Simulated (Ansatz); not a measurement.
GaAs:
```
CELL_PARAMETERS angstrom
      0.00000     2.82963     2.82963
      2.82963     0.00000     2.82963
      2.82963     2.82963     0.00000
ATOMIC_POSITIONS crystal
  Ga 0.00000 0.00000 0.00000
  As 0.75000 0.75000 0.75000
```

Relaxed with PBEsol. Special points in fractions of this cell's reciprocal vectors: Γ (0.000, 0.000, 0.000); X (0.500, 0.000, 0.500); U (0.625, 0.250, 0.625); K (0.375, 0.375, 0.750); L (0.500, 0.500, 0.500); W (0.500, 0.250, 0.750).

Q: List the band energies nearest the valence-band maximum at these points for DFT-PBEsol with spin–orbit coupling in the program Ansatz with PAW potentials.

A: In eV from the valence-band maximum; about four levels below and three above (degenerate sets whole), none deeper than 8.9 eV; points with the same levels are listed once.

```
k                    below                above
-  -----------------------  -------------------
Γ      0.00 0.00 0.00 0.00  0.31 0.31 3.46 3.46
X  -2.84 -2.84 -2.75 -2.75  1.25 1.25 1.47 1.47
U  -4.03 -3.97 -2.37 -2.37       1.76 1.77 4.42
L  -1.36 -1.36 -1.15 -1.15  0.81 0.81 4.44 4.44
W  -3.73 -3.61 -3.49 -3.45       4.35 4.52 4.55
```

Space group F-43m (zinc blende). The cell was relaxed with PBEsol under the symmetry of its start.

Potentials: the earlier of the program's two PAW sets. The files were generated under PBE; for other functionals the program regenerates the frozen cores, and for LDA and PBEsol the local potential too.
